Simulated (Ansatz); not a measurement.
One crystal and one scan (energy against volume) at two levels, PBE (plane waves to 420 eV, PAW, scalar-relativistic; Ansatz, a first-principles code) and r2SCAN (plane waves to 500 eV, PAW, scalar-relativistic; Ansatz), each from its own relaxed cell and on its own mesh. The cell shown is that of PBE.

SrO (rock salt)

```
CELL_PARAMETERS angstrom
      0.00000     2.59750     2.59750
      2.59750     0.00000     2.59750
      2.59750     2.59750     0.00000
ATOMIC_POSITIONS crystal
  O  0.00000 0.00000 0.00000
  Sr 0.50000 0.50000 0.50000
```

E(V) scan at fixed shape, V₀ the volume above. Symmetry pins the atoms to their sites.

E stands for the smeared free energy. SrO was relaxed with its symmetry unable to fall. Both scans cover V/V₀ from 0.900 to 1.100.

ΔE (meV/atom), each from the relaxed starting cell of its own level:

| V/V₀ | PBE | r2SCAN |
|---|---|---|
| 0.900 | 56.1 | 60.7 |
| 0.920 | 34.5 | 37.3 |
| 0.940 | 18.6 | 20.2 |
| 0.960 | 8.0 | 8.6 |
| 0.980 | 1.9 | 2.1 |
| 1.000 | 0.0 | 0.0 |
| 1.020 | 1.8 | 1.9 |
| 1.040 | 6.9 | 7.5 |
| 1.060 | 15.0 | 16.3 |
| 1.080 | 25.7 | withheld |
| 1.100 | 38.8 | 42.2 |

**Question.** Estimate the r2SCAN value at 1.080 from the PBE value there and the ratio of the two levels in the two nearest given rows on that side of the minimum.

**Answer.** At 1.060 and 1.100 the ratio r2SCAN/PBE averages 1.087, which gives 1.087 × 25.7 = 27.9 meV/atom. The calculation gives 27.9 meV/atom, +8.6 % against PBE.

(A scan under strain: stresses follow from slopes of the energy per volume, elastic moduli from its curvatures.)
